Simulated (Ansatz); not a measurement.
## Equation of state of TiPt₃ from a dense series

```yaml
crystal:
  lattice:
    - [3.89700, 0.00000, 0.00000]
    - [0.00000, 3.89700, 0.00000]
    - [0.00000, 0.00000, 3.89700]
  atoms:
    - { symbol: Ti, position: [0.00000, 0.00000, 0.00000] }
    - { symbol: Pt, position: [0.00000, 0.50000, 0.50000] }
    - { symbol: Pt, position: [0.50000, 0.00000, 0.50000] }
    - { symbol: Pt, position: [0.50000, 0.50000, 0.00000] }
```

Atom numbers follow the list: Ti1, Pt2, Pt3, Pt4.

The cell is COD entry 1539263, as deposited and not checked against the literature; nothing was relaxed. It is an old determination, and later ones may differ.

No spin–orbit coupling, which matters for the heavy atoms here.

All numbers below come from DFT, PBEsol, all-electron LAPW, scalar-relativistic (Ansatz 0.2.0).

The runs use a Γ-centred 9×9×9 k mesh, Fermi–Dirac smearing of 0.05 eV, basis error target 0.5 meV/atom, no spin polarisation.

The cell is scaled evenly. Fractional coordinates are held (clamped ions).

| V (Å³/atom) | P (GPa) |
| --- | --- |
| 14.204 | 12.62 |
| 14.500 | 6.20 |
| 14.648 | 3.26 |
| 14.796 | 0.50 |
| 14.944 | -2.10 |
| 15.091 | -4.55 |
| 15.387 | -9.03 |
| 15.683 | -13.00 |

(1) Fit a third-order Birch–Murnaghan curve to the pressures.

(2) Predict the pressure at the withheld volume, 13.908 Å³/atom.

## Answers

(1) P = (3B0/2)(y^(7/2) − y^(5/2))[1 + (3/4)(B0′ − 4)(y − 1)] with y = (V0/V)^(2/3) fits within 0.01 GPa for V0 = 14.823 Å³/atom, B0 = 265.5 GPa and B0′ = 5.02.

(2) There y = 1.0434, so the fit gives 19.87 GPa; the run gave 19.85 GPa.
